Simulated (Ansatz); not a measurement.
InGaN₂:
```
CELL_PARAMETERS angstrom
      3.35353     0.00000     0.00000
     -1.67677     2.90424     0.00000
      0.00000     0.00000     5.49962
ATOMIC_POSITIONS crystal
  In 0.00000 0.00000 0.99711
  Ga 0.66667 0.33333 0.49592
  N  0.66667 0.33333 0.14601
  N  0.00000 0.00000 0.60256
```

Relaxed with PBEsol. Special points in fractions of this cell's reciprocal vectors: Γ (0.000, 0.000, 0.000); M (0.500, 0.000, 0.000); K (0.333, 0.333, 0.000); A (0.000, 0.000, 0.500); L (0.500, 0.000, 0.500); H (0.333, 0.333, 0.500).

**Question.** List the band energies nearest the valence-band maximum at these points for PBEsol (plane waves, PAW; program Ansatz).

**Answer.** In eV from the valence-band maximum; about four levels below and three above (degenerate sets whole), none deeper than 8.9 eV; points with the same levels are listed once.

| k | below | above |
|---|---|---|
| Γ | -1.23 -1.23 -0.33 0.00 0.00 | 0.31 3.28 7.43 |
| M | -3.97 -2.72 -2.19 -0.92 | 3.95 4.86 5.03 |
| K | -4.67 -2.94 -2.76 -2.43 | 4.52 6.20 6.30 |
| A | -0.99 -0.99 -0.26 -0.26 | 2.55 3.18 6.49 |
| L | -2.23 -2.21 -1.67 -1.52 | 3.25 3.72 6.29 |
| H | -4.12 -3.57 -1.83 -1.29 | 5.32 5.35 5.78 |

Space group P3m1. The workflow started from a Materials Project entry (that database holds measured and hypothetical structures alike); the Crystallography Open Database copy checked does not list it. With In and Ga taken as one species the cell has the higher symmetry P6_3mc, so it may be an ordered model of a mixed-site phase. Its standing as an ambient phase is unchecked. The PBEsol relaxation kept the symmetry of its start; of distortions, only those at the zone centre were tested. Scalar-relativistic: spin–orbit coupling is off unless named, which matters more the heavier the elements.

Potentials: the later of the program's two PAW sets.
